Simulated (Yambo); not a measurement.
Yambo input for SiO$_{2}$ (α-cristobalite, space group P4_32_12, No. 96) (a = 4.976 Å, b = 4.976 Å, c = 6.901 Å, α = 90.00°, β = 90.00°, γ = 90.00°), on PBEsol (pw.x of Quantum ESPRESSO, ONCV potentials, without SOC) wavefunctions on a 4×4×2 mesh:

```
optics
chi
dipoles
kernel
FFTGvecs= 40 Ry
Chimod= "HARTREE"
NGsBlkXd= 3 Ry
% QpntsRXd
 1 | 1 |
%
% BndsRnXd
 1 | 132 |
%
GrFnTpXd= "R"
% EnRngeXd
 0.0 | 20.0 | eV
%
% DmRngeXd
 0.2 | 0.2 | eV
%
CGrdSpXd= 50
ETStpsXd= 161
% LongDrXd
 1.0 | 0.0 | 0.0 |
%
```

First lines of the file o-*.eps_q1_inv_rpa_dyson:

```
Absorption @ Q(1):   1.00000000     0.00000000     0.00000000    [q->0 direction]
#
# [ X ] Hartree size     :  123
# [GEN] GF Energies     : Perdew, Burke & Ernzerhof SOL(X)+Perdew, Burke & Ernzerhof SOL(C)
# [GEN] Green`s Function     : Retarded
#
# [GEN] Gauge     : Length
# [GEN] [r,Vnl] included     : yes
#
#    E[1] [eV]     Im(eps)     Re(eps)     Im(eps_o)     Re(eps_o)
#
     0.000000     -0.79434E-15     2.221915     -0.11764E-18     2.370604
     0.125000     0.389609E-3     2.222037     0.443858E-3     2.370742
     0.250000     0.779861E-3     2.222402     0.888436E-3     2.371158
     0.375000     0.001171     2.223011     0.001334     2.371852
     0.500000     0.001565     2.223864     0.001783     2.372824
     0.625000     0.001961     2.224965     0.002234     2.374077
     0.750000     0.002360     2.226313     0.002689     2.375613
     0.875000     0.002764     2.227912     0.003148     2.377434
     1.000000     0.003172     2.229763     0.003612     2.379544
     1.125000     0.003585     2.231872     0.004083     2.381945
     1.250000     0.004005     2.234239     0.004560     2.384641
     1.375000     0.004431     2.236871     0.005046     2.387638
     1.500000     0.004866     2.239772     0.005540     2.390941
     1.625000     0.005309     2.242946     0.006044     2.394555
     1.750000     0.005762     2.246400     0.006558     2.398486
     1.875000     0.006225     2.250139     0.007084     2.402742
     2.000000     0.006700     2.254171     0.007624     2.407330
     2.125000     0.007188     2.258503     0.008178     2.412260
     2.250000     0.007689     2.263143     0.008747     2.417539
     2.375000     0.008206     2.268101     0.009333     2.423179
     2.500000     0.008740     2.273387     0.009938     2.429189
     2.625000     0.009291     2.279010     0.010563     2.435583
     2.750000     0.009863     2.284984     0.011210     2.442374
     2.875000     0.010456     2.291321     0.011881     2.449575
     3.000000     0.011072     2.298034     0.012578     2.457202
     3.125000     0.011714     2.305139     0.013303     2.465273
     3.250000     0.012384     2.312653     0.014060     2.473805
     3.375000     0.013085     2.320593     0.014850     2.482818
     3.500000     0.013819     2.328980     0.015677     2.492335
     3.625000     0.014589     2.337835     0.016545     2.502380
     3.750000     0.015400     2.347182     0.017457     2.512978
     3.875000     0.016255     2.357047     0.018418     2.524159
     4.000000     0.017159     2.367459     0.019432     2.535954
```
(The file goes on to the top of the energy range.) Convergence of the RPA response with its 4×4×2 mesh was not tested.

Geometry of the Materials Project entry, not relaxed at this level.

This is not the ordinary phase of the substance.
